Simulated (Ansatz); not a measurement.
Electric field gradients in Al₃Ru₂

Method: DFT LDA, scalar-relativistic, plane waves, PAW in Ansatz 0.2.0. Plane waves to 420 eV; Γ-centred k mesh 16×16×16; Fermi-Dirac smearing of 0.15 eV. No spin polarisation.

Equilibrium structure at this level:
```xyz
5
Lattice="-1.5248 1.5248 7.0786 1.5248 -1.5248 7.0786 1.5248 1.5248 -7.0786" Properties=species:S:1:pos:R:3 pbc="T T T"
Al    0.0000    0.0000    0.0000
Al    0.0000    0.0000   11.4136
Al    0.0000    0.0000    2.7435
Ru    0.0000    0.0000    8.5728
Ru    0.0000    0.0000    5.5844
```

In a metal these results depend on the k mesh and the smearing. Spin–orbit coupling is left out, which matters for gradients at heavy nuclei.

Task: Give V_zz (10²¹ V/m²) and the asymmetry η at each distinct site.

Result:
```csv
atom,V_zz,η
Al (atom 1),-0.306,0.00
Al (atom 2),-0.007,0.00
Ru (atom 4),-2.28,0.00
```

Whether Al3Ru2 exists in this form wasn't checked.